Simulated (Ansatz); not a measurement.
## What DFT gives for Sc3Al2Sn2

```
CELL_PARAMETERS angstrom
0.00000 0.00000 4.65237
4.20162 0.00000 0.00000
2.10081 9.31367 -2.32618
ATOMIC_POSITIONS crystal
Sn 0.35840 0.64160 0.71680
Sn 0.64160 0.35840 0.28320
Al 0.43510 0.06490 0.87020
Al 0.56490 0.93510 0.12980
Sc 0.00000 0.50000 0.00000
Sc 0.18320 0.81680 0.36640
Sc 0.81680 0.18320 0.63360
```

Level: r2SCAN, no spin polarisation; 500 eV; 7×7×7 Γ-centred mesh; fermi-dirac occupations (width 0.1 eV); Ansatz 0.2.0, fixed geometry.

**Stress.** The pressure is -5.9 GPa (compression positive), so with the atoms held at these fractions the cell would first shrink; the forces are large, so a full relaxation may end otherwise. The principal stresses -12.4, -3.4, -1.9 GPa differ, so its shape would change too.
**Charges.** Bader charges in e: Sc +1.42 to +1.45, Al +0.66, Sn -2.41. In the mean Sc gives up most and Sn takes most. There is one density maximum away from the nuclei.
**Electronic structure.** It is a metal, with about 5.5 states/eV a cell as the mean within 0.25 eV of the Fermi level, mostly Sc d (78 %).
**Forces.** The largest is on Sn2 (and as large on other atoms): 1.92 eV/Å, components (0.00, 1.92, 0.00). It makes 124° with the line to a nearest neighbour, Al4 at 2.54 Å.

Origin: a known structure type with other elements, at an estimated volume, so it need not be a known compound. Caveats: atoms or cell far from equilibrium.
